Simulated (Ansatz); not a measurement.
The relaxed structure here is a generated cell of BeS: the first start was made by placing the elements on the sites of a structure type, and the end was not matched to a known phase here, so it may be hypothetical.

A structure of BeS relaxed with PBEsol (plane waves to 420 eV, PAW, scalar-relativistic; Ansatz, a quantum-chemistry and plane-wave program); single points at other levels follow on the same geometry (Ansatz, PAW; HSE06 at 420 eV on a 8×8×4 k-mesh; no spin-orbit coupling). Space group P6₃/mmc (No. 194).

```
BeS
1.0
    3.27122     0.00000     0.00000
   -1.63561     2.83296     0.00000
    0.00000     0.00000     5.20693
Be S
2 2
Direct
  0.00000   0.00000   0.00000
  0.00000   0.00000   0.50000
  0.33333   0.66667   0.25000
  0.66667   0.33333   0.75000
```

```tsv
level	gap (eV)	kind	conduction minimum
PBEsol	1.39	indirect	K
HSE06	…	–	…
```

**Question.** What belongs in the gaps?

**Answer.** 
- HSE06, gap (eV): 2.24
- HSE06, conduction minimum: K

HSE06 gaps come from a coarse mesh plus a few chosen points, so they may be too large. No spin polarisation in the result.

The run could not lose the symmetry of its start, so the end can be a saddle point.

All atoms sit on sites fixed by symmetry, so only the cell could relax.
